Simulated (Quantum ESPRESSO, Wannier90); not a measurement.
# Tight-binding from DFT: Rh (fcc (Cu type))

```xyz
1
Lattice="0.0000 1.9030 1.9030 1.9030 0.0000 1.9030 1.9030 1.9030 0.0000" Properties=species:S:1:pos:R:3 pbc="T T T"
Rh     0.0000     0.0000     0.0000
```

Cell from Materials Project (mp-74), symmetrised, no further relaxation. This is the element's usual structure. Method: PBEsol plane waves in Quantum ESPRESSO 7.5 (PseudoDojo norm-conserving files, 71 Ry, spinors with spin-orbit coupling), Bloch states on a 10×10×10 mesh through Γ, Wannier90 4.0.1. Density: 18×18×18 mesh, cold smearing 0.01 Ry.

A tight-binding model is made by disentanglement and projection with no localisation steps (num_iter = 0), so the 18 orbitals stay atom-like: hydrogen-like Rh: s;p;d, axes along x, y, z; frozen window up to 3.00 eV relative to the Fermi level. It follows pw.x to 2.6 meV rms for states up to 1.0 eV relative to the Fermi level. Matrix elements depend on this choice of orbitals and windows.

**Question.** What are the on-site energies relative to the Fermi level, and how fast do the hoppings decay?

**Answer.** 
```
atom                       orbitals  energy (eV)
----  -----------------------------  -----------
Rh1                           s↑ s↓         8.52
Rh1         pz↑ pz↓ px↑ px↓ py↑ py↓        15.05
Rh1       dz2↑ dz2↓ dx2-y2↑ dx2-y2↓        -2.07
Rh1   dxz↑ dxz↓ dyz↑ dyz↓ dxy↑ dxy↓        -2.14
```

| distance of the centres (Å) | largest modulus (eV) |
|---|---|
| 2–3 | 2.2 |
| 3–4 | 0.45 |
| 4–5 | 0.20 |
| 5–6 | 0.054 |
| 6–7 | 0.11 |
| 7–8 | 0.019 |
| 8–9 | 0.034 |
| 9–10 | 0.0071 |
